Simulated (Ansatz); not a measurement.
Space group Fd-3m:1 (No. 227). a = 6.823 Å, b = 6.823 Å, c = 6.823 Å, α = 90.00°, β = 90.00°, γ = 90.00°
```csv
atom,site,symmetry,x,y,z
Ti,8a,-43m,0.5000,0.0000,0.5000
Cr,16d,.-3m,0.1250,0.8750,0.3750
```

Equation of state of this TiCr₂ structure (not necessarily the ground state), with shape and atoms relaxed at each volume where symmetry leaves them free. It has no gap at any of these volumes. All numbers below come from Ansatz, DFT r2SCAN, scalar-relativistic, plane waves, PAW.

Settings: cutoff 500 eV, Γ-centred mesh 10×10×10 on the computed 6-atom cell, Gaussian smearing of 0.10 eV; no spin polarisation.

```tsv
V (Å³/atom)	E − E(largest V) (meV/atom)	P (GPa)
12.439	6.29	14.81
12.836	-20.26	6.86
13.233	-28.51	0.02
13.630	-21.03	-5.87
14.027	0.00	-10.95
```

Q: Fit a third-order Birch–Murnaghan equation to E(V).

A: V0 = 13.23 Å³/atom, B0 = 211 GPa, B0' = 4.0.

Cost: 5 runs of about 1.3 core-minutes in all, on Intel Xeon 6975P-C (Granite Rapids) (shared hosts).